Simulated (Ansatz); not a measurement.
## Sb: stiffness from a series of strains

```yaml
crystal:
  lattice:
    - [0.00000, 2.30500, 2.30500]
    - [2.30500, 0.00000, 2.30500]
    - [2.30500, 2.30500, 0.00000]
  atoms:
    - { symbol: Sb, position: [0.00000, 0.00000, 0.00000] }
```

The geometry is COD entry 9013009, unchecked; take it as a test cell.

Spin–orbit coupling is left out, though it moves levels of the heavy atoms by tenths of an eV or more.

Level of theory: DFT, PBEsol, all-electron LAPW, scalar-relativistic (Ansatz 0.2.0).

Numerical set-up: a Γ-centred 12×12×12 k mesh, Fermi–Dirac smearing of 0.05 eV, basis error target 1 meV/atom, no spin polarisation.

The strain is applied along the Cartesian axes of the cell as listed (the other components stay zero). Fractional coordinates are held (clamped ions).

σ is the change of stress from the unstrained cell, which is at 5.17 GPa; tension is positive, so slopes are stress–strain coefficients at that pressure. In a metal the k mesh adds noise.

Only quantities that a quadratic follows smoothly over the whole series are listed; rougher ones are left out.

| εzz | σzz (GPa) | σxx (GPa) |
| --- | --- | --- |
| -0.0300 | -2.94 | -3.12 |
| -0.0100 | -0.97 | -0.91 |
| 0.0000 | 0.00 | 0.00 |
| 0.0100 | 0.67 | 0.88 |
| 0.0200 | 1.09 | 1.81 |
| 0.0300 | 1.63 | 2.69 |

Task: Fit the series and read off the stiffness at zero strain.

Result: Least-squares fits y = p0 + p1 x + p2 x² to the rows give σzz (GPa): p1 = 75.9, p2 = -670; σxx (GPa): p1 = 96, p2 = -250. So C11 = 76 GPa and C12 = 96 GPa, which gives B = (C11 + 2 C12)/3 = 89 GPa.

Task: One run, at εzz = -0.0200, is withheld. Predict its row.

Result: The fits give -1.86, -2.01; the run gave -1.98, -1.97.
